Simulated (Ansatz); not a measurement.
One crystal and one scan (frozen-phonon scan) at two levels, r2SCAN (plane waves to 500 eV, PAW, scalar-relativistic; Ansatz, a program for electronic structure) and PBE (plane waves to 420 eV, PAW, scalar-relativistic; Ansatz), each from its own relaxed cell and on its own mesh. The cell shown is that of r2SCAN.

Mo (bcc, W type)

```
CELL_PARAMETERS angstrom
     -3.15088     3.15088     3.15088
      1.57544    -1.57544     1.57544
      1.57544     1.57544    -1.57544
ATOMIC_POSITIONS crystal
  Mo 0.00000 0.00000 0.00000
  Mo 0.50000 0.00000 0.00000
```

A phonon eigenvector at N = (0.5, 0.0, 0.0) is frozen into this cell: atom i moves by Q times the vector below, so Q is the largest atomic displacement, in Å. The cell is held. (q is in reciprocal vectors of the primitive cell; the cell shown is doubled to hold the pattern.)

```json
[
 {"atom": "Mo1", "x": "1.000", "y": "0.000", "z": "0.000"},
 {"atom": "Mo2", "x": "-1.000", "y": "0.000", "z": "0.000"}
]
```

Mo is run without spin polarisation. Mo was relaxed with its symmetry unable to fall. The PAW data are Ansatz's earlier set. With partly filled bands, energies and forces of such displacements shift with the k mesh and the smearing. Percentages come from the unrounded values. Both scans cover Q from -0.180 to 0.180 Å.

Results of r2SCAN:

Lattice constant a (Å): 3.151
Energy at Q = 0.180 Å (meV/cell): 295
Harmonic wavenumber from the curvature (finite differences) (cm⁻¹ (negative: imaginary)): 139
Space group of the distorted cell: Cmcm (No. 63), lowered from Im-3m
Symmetry of the curve: even: the same for both signs
Shape of the curve: a single well with its minimum at or next to zero displacement

Question: What does PBE give for the same quantities?

Answer: 
| quantity | PBE | r2SCAN − PBE |
|---|---|---|
| Lattice constant a (Å) | 3.161 | -0.010 (-0.3 %) |
| Energy at Q = 0.180 Å (meV/cell) | 279 | +16 (+6 %) |
| Harmonic wavenumber from the curvature (finite differences) (cm⁻¹ (negative: imaginary)) | 136 | +3 (+2 %) |

r2SCAN gives the higher value for: energy at Q = 0.180 Å; harmonic wavenumber from the curvature. r2SCAN gives the lower value for: lattice constant a. Both give the same space group of the distorted cell: Cmcm (No. 63), lowered from Im-3m.

(A displaced cell: forces are minus the slopes of the energy, force constants its curvatures, and phonons follow from these.)
